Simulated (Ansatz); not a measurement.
# NaMgF$_{3}$: the gap against volume

NaMgF$_{3}$, Pm-3m, a = 3.907 Å. The structure is a COD entry; whether it is the stable form wasn't checked. Ansatz: PBEsol, PAW, 420 eV, Γ-centred 6×6×6 mesh on 5 atoms, Gaussian smearing 0.02 eV; no spin polarisation. Symmetry fixes shape and atoms, so the cell is only scaled; x = ln(V/V0) with V0 = 11.925 Å³/atom. The gap is read at the mesh points alone.

| x | gap y (eV) |
| --- | --- |
| -0.1278 | 6.614 |
| -0.0943 | 6.445 |
| -0.0619 | 6.286 |
| -0.0305 | 6.136 |
| 0.0000 | 5.994 |
| 0.0296 | 5.862 |
| 0.0583 | 5.734 |
| 0.0953 | ? |

Task: Fit a straight line to the other rows, give the volume deformation potential of the gap and its pressure coefficient, and predict the missing gap. B0 = 73.9 GPa.

Result: Means x = -0.03237, y = 6.1530; Σ(Δx)² = 0.02693, ΣΔxΔy = -0.1272; the slope is their ratio. y = 6.0001 − 4.7242 x. The slope is the deformation potential a = dE_g/d ln V = -4.72 eV, and dE_g/dP = −a/B0 = 63.9 meV/GPa. At x = 0.0953 the fit asked for gives 5.550 eV. The run gave 5.576 eV, so the fit is 0.026 eV too low, 2.5 % of the span of the series, against an rms of 0.007 eV on the fitted rows. The row lies outside the fitted range. With a term in x² added, a fit to the same known rows predicts 5.577 eV, so most of the miss is curvature that the known rows already hold.

Semilocal functionals give gaps under the measured ones; changes of the gap mostly carry over better.

Symmetry holds off the tilts and polar distortions that many cubic perovskites undergo.

Cost: 8 runs of about 0.37 core-minutes in all, on Arm Neoverse V2 (shared hosts).